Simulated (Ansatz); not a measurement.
SiO₂ (rutile, P4_2/mnm), r²SCAN in the plane-wave PAW code Ansatz. The conduction-band minimum lies at Γ, with 1 equivalent valley. Second derivatives d²E/dk² of the lowest band at one valley (eV·Å²), along Cartesian directions:

```json
[
 {"direction": "[100]", "d²E/dk²": "15.81"},
 {"direction": "[010]", "d²E/dk²": "15.81"},
 {"direction": "[001]", "d²E/dk²": "20.22"},
 {"direction": "[110]", "d²E/dk²": "15.81"},
 {"direction": "[101]", "d²E/dk²": "18.01"},
 {"direction": "[011]", "d²E/dk²": "18.01"}
]
```

Question: Find the principal effective masses, the density-of-states mass and the conductivity mass.

Answer: Off-diagonal terms follow from H_xy = H[110] − (H_xx + H_yy)/2, and m*/mₑ = 7.620 eV·Å² over each eigenvalue: 0.38, 0.48, 0.48. One valley's DOS mass (m₁m₂m₃)^(1/3) = 0.44, conductivity mass 3/(Σ 1/mᵢ) = 0.44 mₑ.

Question: What effective density of states Nc follows at 300 K for parabolic valleys?

Answer: Nc = 2.509e19 × 1 × (0.44)^(3/2) ≈ 7.3e18 cm⁻³.

This is a known high-pressure phase of the composition, computed here at zero pressure and temperature. The r²SCAN relaxation kept the symmetry of its start; whether a distortion lowers the energy is not shown. The volume moved by 38 % from the start of the relaxation.

Potentials: the later of the program's two PAW sets.

Edges and masses are those of Kohn–Sham bands, whose gap is no quasiparticle gap.
